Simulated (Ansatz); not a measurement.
Space group Cmcm (No. 63). a = 2.739 Å, b = 7.910 Å, c = 3.351 Å, α = 90.00°, β = 90.00°, γ = 90.00°
```json
{"atom": "Ga", "site": "4c", "symmetry": "m2m", "x": "0.5000", "y": "0.6339", "z": "0.2500"}
```

Equation of state of this Ga structure (not necessarily the ground state), with shape and atoms relaxed at each volume where symmetry leaves them free. It has no gap at any of these volumes. The calculation used Ansatz, DFT r2SCAN, scalar-relativistic, plane waves, PAW.

Cutoff 500 eV; k points 16×16×14 on the computed 2-atom cell (Γ-centred); Gaussian smearing, width 0.10 eV; no spin polarisation.

| V (Å³/atom) | E − E(largest V) (meV/atom) | P (GPa) |
| --- | --- | --- |
| 15.969 | 36.22 | 10.84 |
| 16.513 | 5.42 | 7.42 |
| 17.058 | -14.79 | 4.53 |
| 17.602 | -25.83 | 2.05 |
| 18.147 | -29.18 | -0.01 |
| 18.691 | -26.13 | -1.73 |
| 19.235 | -17.75 | -3.15 |
| 19.961 | 0.00 | -4.64 |

Problem. Fit a third-order Birch–Murnaghan equation to E(V).

Solution. V0 = 18.15 Å³/atom, B0 = 62 GPa, B0' = 4.9.

This form isn't the element's structure at ambient conditions.

Cost: 8 runs of about 24 core-minutes in all, on Arm Neoverse V1 (shared hosts).